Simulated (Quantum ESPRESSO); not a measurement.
```cif
data_F18K3P3
_chemical_formula_sum 'F18 P3 K3'
_space_group_name_H-M_alt 'R-3 :H'
_space_group_IT_number 148
_space_group_name_Hall '-R 3'
_cell_length_a 7.11852
_cell_length_b 7.11852
_cell_length_c 6.98278
_cell_angle_alpha 90.000
_cell_angle_beta 90.000
_cell_angle_gamma 120.000
loop_
_atom_site_label
_atom_site_type_symbol
_atom_site_symmetry_multiplicity
_atom_site_Wyckoff_symbol
_atom_site_fract_x
_atom_site_fract_y
_atom_site_fract_z
_atom_site_occupancy
F1 F 18 f 0.08331 0.21201 0.13482 1
P1 P 3 a 0.00000 0.00000 0.00000 1
K1 K 3 b 0.00000 0.00000 0.50000 1
```
(The calculation used a cell of 8 atoms; values per cell refer to that cell.)

The geometry is that of Materials Project entry mp-4608, symmetrised and not relaxed again.

**Question.** What does PBEsol (pw.x of Quantum ESPRESSO, ONCV potentials, scalar-relativistic) give for the electronic structure near the Fermi level?

**Answer.** The PBEsol gap is direct, 7.50 eV at Γ. 

The structure is a Materials Project entry; no match was found in the copy of COD used, and its stability was not checked.
